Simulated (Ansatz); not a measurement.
HfZr2S6 (R-3) at 3 levels of theory

One geometry, relaxed with PBE; plane waves with PAW potentials in Ansatz, scalar-relativistic. No spin polarisation. Gaps are the least over mesh and band path; pressure is positive in compression.

```xyz
9
Lattice="3.1819 1.8371 6.7758 -3.1819 1.8371 6.7758 0.0000 -3.6741 6.7758" Properties=species:S:1:pos:R:3 pbc="T T T"
Zr    0.0000    0.0000    3.3878
Zr    0.0000    0.0000   16.9397
Hf    0.0000    0.0000   10.1638
S    -1.0533   -1.8243    8.7161
S    -1.0533    1.8244    8.7161
S     2.1066    0.0000    8.7161
S    -2.1066    0.0000   11.6115
S     1.0533   -1.8244   11.6115
S     1.0533    1.8243   11.6115
```

```json
{"level": "PBE", "cutoff (eV)": "420", "k mesh": "6×6×6", "gap (eV)": "1.16", "pressure (GPa)": "0.0"}
```

**Question.** What comes out on the same cell with r2SCAN, PBEsol?

**Answer.**
```csv
level,cutoff (eV),k mesh,gap (eV),pressure (GPa)
r2SCAN,500,6×6×6,1.49,-0.6
PBEsol,420,6×6×6,1.08,-2.6
```

Spin-orbit coupling matters for the bands of heavy elements and is left out. The cell holds layers, chains or molecules and no dispersion correction was added, so their binding is poorly described.

The structure comes from a generated guess; another structure or a mixture of phases may lie lower.
